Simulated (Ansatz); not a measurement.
RbLaS$_{2}$ in space group R-3m (No. 166; Rb on 3a, La on 3b, S on 6c), DFT-r²SCAN in the program Ansatz with PAW potentials. The conduction-band minimum lies at F, with 3 equivalent valleys. Second derivatives d²E/dk² of the lowest band at one valley (eV·Å²), along Cartesian directions:

```json
[
 {"direction": "[100]", "d²E/dk²": "9.396"},
 {"direction": "[010]", "d²E/dk²": "13.22"},
 {"direction": "[001]", "d²E/dk²": "11.20"},
 {"direction": "[110]", "d²E/dk²": "7.993"},
 {"direction": "[101]", "d²E/dk²": "6.329"},
 {"direction": "[011]", "d²E/dk²": "9.921"}
]
```

Question: Find the principal effective masses, the density-of-states mass and the conductivity mass.

Answer: Off-diagonal terms follow from H_xy = H[110] − (H_xx + H_yy)/2, and m*/mₑ = 7.620 eV·Å² over each eigenvalue: 0.50, 0.53, 1.7. One valley's DOS mass (m₁m₂m₃)^(1/3) = 0.78, conductivity mass 3/(Σ 1/mᵢ) = 0.68 mₑ.

Question: What effective density of states Nc follows at 300 K for parabolic valleys?

Answer: Nc = 2.509e19 × 3 × (0.78)^(3/2) ≈ 5.2e19 cm⁻³.

The workflow started from a Materials Project entry (that database holds measured and hypothetical structures alike); the Crystallography Open Database files this formula in space group No. 166, but the cells were not matched. Whether it is the stable phase at ambient conditions was not checked. Symmetry was held in the r²SCAN relaxation; whether a distortion lowers the energy is not shown. Spin–orbit coupling is left out wherever it is not named.

Potentials: the later of the program's two PAW sets.

Edges and masses are those of Kohn–Sham bands, whose gap is no quasiparticle gap.
